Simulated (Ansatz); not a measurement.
Os (fcc (Cu type), Fm-3m) under volume change, r²SCAN+D4 (plane waves, PAW; program Ansatz), scaled uniformly.

```csv
V (Å³/atom),E − E(relaxed) (meV/atom),P (GPa)
12.738,180.5,50.13
13.158,[?],[?]
13.578,17.8,13.97
13.998,0.0,0.00
14.418,15.9,-11.76
14.838,60.0,-21.65
15.258,[?],[?]
```

Problem. Fill in the missing entries.

Solution. 
- 13.158, E − E(relaxed) (meV/atom): 75.5
- 13.158, P (GPa): 30.52
- 15.258, E − E(relaxed) (meV/atom): 127.9
- 15.258, P (GPa): -29.93

Problem. What does a third-order Birch–Murnaghan fit give for V₀, B₀ and B′?

Solution. V₀ = 14.00 Å³/atom, B₀ = 426 GPa, B′ = 4.7.

The workflow started from an entry of the Crystallography Open Database (COD), which files this formula under 2 space groups. It is not the phase usual at ambient conditions (space group No. 194). The r²SCAN+D4 relaxation kept the symmetry of its start; its stability against distortions is not shown here. The run is not spin-polarised. The pairwise dispersion correction was not fitted to metals. Scalar-relativistic: spin–orbit coupling is off unless named, which matters more the heavier the elements.

Potentials: the later of the program's two PAW sets.
